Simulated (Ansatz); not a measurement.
The elements of this relaxed trial crystal are hidden behind letters.

```
lattice vectors (Å)
   3.3622    0.0000    0.0000
  -0.3178    5.0315    0.0000
  -0.7613   -0.8617    6.8400
fractional positions
X 0.0395 0.2143 0.6835
X 0.5793 0.7148 0.8392
Z 0.2719 0.0033 0.0538
Z 0.2488 0.5234 0.1911
Z 0.7386 0.2821 0.3153
Z 0.7725 0.8093 0.3095
Q 0.8707 0.0631 0.4155
Q 0.9680 0.5541 0.3309
Q 0.0839 0.9268 0.8511
Q 0.5615 0.3820 0.7221
Q 0.4042 0.2588 0.1577
Q 0.4609 0.7679 0.1303
```

Level of theory: Ansatz, DFT PBE, scalar-relativistic, plane waves, PAW. Plane waves to 420 eV, an 8×6×4 mesh through Γ for the 12-atom cell and 0.02 eV Gaussian smearing; no spin polarisation.

| Quantity | Value |
| --- | --- |
| Space group | P1 (No. 1) |
| Conventional cell | a = 3.362 Å, b = 5.041 Å, c = 6.936 Å, α = 96.7°, β = 96.3°, γ = 93.6° |
| Volume per atom | 9.64 Å³ |
| Density | 2.60 g/cm³ |
| Formation energy | −0.828 eV/atom |
| Gap on the 8×6×4 mesh of the 12-atom cell | 2.32 eV |

Energies are uncorrected and count from the elements' standard states at the same level.

**Question.** X is a p-block element of period 3, Z is a p-block element of period 2 and Q is a p-block element of period 2. Which elements are they?

**Answer.** X = Al, Z = B, Q = N, so the formula is AlB2N3. Density times volume gives a mean mass of 2.60 × 9.64/1.6605 = 15.1 u per atom, and this set has 15.1 u. Among the elements that the hints allow, noble gases aside, only these give it. Al on its first site is surrounded by 4 N at 1.88–1.96 Å; around B on its first site lie 3 N at 1.42–1.50 Å and 1 Al at 2.33 Å; around N on its first site lie 2 B at 1.40–1.44 Å and 1 Al at 1.93 Å; 9 more sites not described.

Kohn–Sham gaps at this level usually fall short of measured ones. This cell was reached by moving the atoms of another relaxed cell at random and relaxing again, last within the group found; it had no such test of its own.
